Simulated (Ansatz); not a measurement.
The cell below belongs to a search over invented structures; it isn't taken from experiment.

Input and command of a plane-wave DFT calculation in Ansatz:

```yaml
crystal:
  lattice:
    - [4.28, 0.0, 0.0]
    - [-2.14, 3.70658873, 0.0]
    - [0.0, 0.0, 14.1]
  atoms:
    - { symbol: Al, position: [0.0, 0.0, 0.188] }
    - { symbol: Al, position: [0.33333333, 0.66666667, 0.439] }
    - { symbol: Ga, position: [0.66666667, 0.33333333, 0.69] }
    - { symbol: Ga, position: [0.0, 0.0, 0.775] }
    - { symbol: Ga, position: [0.33333333, 0.66666667, 0.91] }
    - { symbol: Sb, position: [0.33333333, 0.66666667, 0.251] }
    - { symbol: Sb, position: [0.66666667, 0.33333333, 0.502] }
    - { symbol: Sb, position: [0.0, 0.0, 0.0] }
basis:
  ecutwfc: 420
kpoints:
  mp_grid: { grid: [4, 4, 2] }
hamiltonian:
  xc: pbe
scf:
  occupations: { method: gaussian, width: 0.2 }
  lower_state_search: "off"
output:
  forces: true
  stress: true
  eigenvalues: true
relax:
  adjacent_minimum: "off"
  f_tol: 0.08
  max_steps: 16
  cell: { stress_tol: 0.8 }
```

```bash
ansatz run input.yaml --threads 1 --pin off --max-ram 2560MiB --backend cpu --events-out ev --progress --plain --runs-dir out
```

Processor: Arm Neoverse V2, 1 thread, on a host shared with other jobs.

How long does it run, and how much memory does it take?

About 67 s, peak memory 0.45 GiB. It solves 54 bands at 8 k points (after reduction by symmetry) with about 4441 plane waves (on the last cell), in 48 SCF iterations over 7 ionic steps.
